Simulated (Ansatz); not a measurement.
**CaTi2Si2, a known structure type with other elements, at an estimated volume**

```
CELL_PARAMETERS angstrom
0.00000 4.14528 0.00000
4.14528 0.00000 0.00000
2.07264 2.07264 -5.40775
ATOMIC_POSITIONS crystal
Si 0.38100 0.38100 0.23800
Si 0.61900 0.61900 0.76200
Ti 0.75000 0.25000 0.50000
Ti 0.25000 0.75000 0.50000
Ca 0.00000 0.00000 0.00000
```

Single point in Ansatz 0.2.0 with PBE, no spin polarisation. Cutoff 420 eV, PAW datasets, 9×9×9 Γ-centred k mesh, fermi-dirac filling (width 0.1 eV).

**Question.** Is there a gap?

**Answer.** It is a metal, with about 3.6 states/eV a cell as the mean within 0.25 eV of the Fermi level, mostly Ti d (81 %).

**Question.** What is the formation energy?

**Answer.** -0.45 eV an atom against the elements' usual phases (free molecules for gases, crystals otherwise, with no correction for O₂ or N₂), so it is bound against them; other compounds may still compete. Relaxing would lower it.

**Question.** Is the cell too large or too small?

**Answer.** The pressure is 6.9 GPa (compression positive), so with the atoms held at these fractions the cell would first expand; the forces are large, so a full relaxation may end otherwise. The principal stresses 6.0, 6.0, 8.5 GPa differ, so its shape would change too.

**Question.** Where is the largest force?

**Answer.** The largest is on Si1 (and as large on other atoms): 0.96 eV/Å, components (0.00, 0.00, 0.96). It makes 124° with the line to a nearest neighbour, Ti3 at 2.51 Å.

**Question.** Which element gives electrons and which takes them?

**Answer.** Bader charges in e: Ca +1.32, Ti +1.00, Si -1.66. In the mean Ca gives up most and Si takes most.

Origin: a known structure type with other elements, at an estimated volume, so it need not be a known compound.
